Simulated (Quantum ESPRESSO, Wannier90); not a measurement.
YTl (CsCl type): Wannier90 run

```xyz
2
Lattice="3.7776 0.0000 0.0000 0.0000 3.7776 0.0000 0.0000 0.0000 3.7776" Properties=species:S:1:pos:R:3 pbc="T T T"
Y      1.8888     1.8888     1.8888
Tl     0.0000     0.0000     0.0000
```

Structure: Materials Project mp-11575, symmetrised, not relaxed again. COD (Crystallography Open Database) has an entry of this formula and space group (matched by these alone). Level: LDA, no spin polarisation, no spin-orbit coupling; pw.x of Quantum ESPRESSO at 58 Ry with PseudoDojo potentials, 8×8×8 k-points, Wannier90. Density: 12×12×12 mesh, cold smearing 0.01 Ry. Spin-orbit coupling is left out although heavy elements are present.

A tight-binding model is made by disentanglement and projection with no localisation steps (num_iter = 0), so the 13 orbitals stay atom-like: hydrogen-like Y: s;p;d; Tl: s;p, axes along x, y, z; frozen window up to 1.50 eV relative to the Fermi level. It follows pw.x to 3.7 meV rms for states up to 1.0 eV relative to the Fermi level. Matrix elements depend on this choice of orbitals and windows.

Problem. What are the on-site energies relative to the Fermi level, and how fast do the hoppings decay?

Solution. 
| atom | orbitals | energy (eV) |
|---|---|---|
| Y1 | s | 3.74 |
| Y1 | pz px py | 8.52 |
| Y1 | dz2 dx2-y2 | 2.55 |
| Y1 | dxz dyz dxy | 2.82 |
| Tl2 | s | -4.22 |
| Tl2 | pz px py | 4.41 |

```json
[
 {"distance of the centres (Å)": "3–4", "largest modulus (eV)": "1.5"},
 {"distance of the centres (Å)": "5–6", "largest modulus (eV)": "0.16"},
 {"distance of the centres (Å)": "6–7", "largest modulus (eV)": "0.16"},
 {"distance of the centres (Å)": "7–8", "largest modulus (eV)": "0.057"},
 {"distance of the centres (Å)": "8–9", "largest modulus (eV)": "0.025"},
 {"distance of the centres (Å)": "9–10", "largest modulus (eV)": "0.030"},
 {"distance of the centres (Å)": "10–11", "largest modulus (eV)": "0.015"},
 {"distance of the centres (Å)": "11–12", "largest modulus (eV)": "0.0096"},
 {"distance of the centres (Å)": "12–13", "largest modulus (eV)": "0.0047"}
]
```
